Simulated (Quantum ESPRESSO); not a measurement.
# Planted mistakes on one cell of Ga3GeN3Si

The results below are calculated, not measured. They come from pw.x of Quantum ESPRESSO 7.5, a plane-wave density functional program, with PseudoDojo standard norm-conserving files (v0.5 for PBE, v0.4.1 for LDA and PBEsol). The cells are made up: elements, strain and atom displacements were drawn at random, and nothing was relaxed. There is no spin polarisation, spin-orbit coupling or dispersion term.

The cell has 8 sites of a zincblende or diamond lattice. Sites 1 to 4 hold Ga Ga Ga Ge; sites 5 to 8 hold N N Si N. Cell vectors in Å: (4.632, 0.046, -0.062); (0.046, 4.744, -0.002); (-0.062, -0.002, 4.681). Settings: PBE, cutoff 1143 eV, 4 x 4 x 4 k mesh shifted by half a step, Fermi-Dirac smearing of 0.025 eV.

The intended run has a self-consistency threshold of 1e-07 eV, a smearing term of 0.000 eV, a pressure of 23.80 GPa and 11 iterations. Each further run changes one thing: all lengths scaled by 1.0142; atoms of sites 3 and 6 exchanged; k mesh 1 x 1 x 1; one electron removed; smearing 0.74 eV; threshold 0.2 eV. A coarse mesh keeps the shift, and a charged cell sits in a uniform background.

| run | change of free energy (eV) | smearing term -TS (eV) | change of P (GPa) | largest change of a force component (eV/Å) | iterations |
| --- | --- | --- | --- | --- | --- |
| A | 7.771 | -0.006 | 13.34 | 6.288 | 12 |
| B | -0.749 | -2.420 | 2.04 | 0.287 | 11 |
| C | -0.545 | 0.000 | -8.09 | 0.398 | 12 |
| D | 8.327 | 0.000 | 5.75 | 0.841 | 13 |
| E | 0.060 | 0.000 | 2.57 | 0.427 | 4 |
| F | -10.560 | -0.005 | -25.11 | 0.621 | 12 |

A rerun of the intended cell at 1437 eV and k mesh 6 x 6 x 6 moved values by no more than 0.006 eV in the cell's energy, 0.02 GPa in stress and 0.003 eV/Å in force.

Question: which change belongs to which run?

## Worked reading

Run E has the fewest iterations, as a run stopped early does. Run B has the largest smearing term, as wide smearing gives. Run C changes the volume by a factor of 1.0432; minus its pressure change over the logarithm of that factor, 191 GPa, is a rough bulk modulus with clamped atoms. Energies from files of another functional, or of a charged cell, have another zero and say nothing on stability; the pressure of a charged cell rests on the program's zero of potential too.

## Key

| run | change |
| --- | --- |
| A | atoms of sites 3 and 6 exchanged |
| B | smearing 0.74 eV |
| C | all lengths scaled by 1.0142 |
| D | k mesh 1 x 1 x 1 |
| E | threshold 0.2 eV |
| F | one electron removed |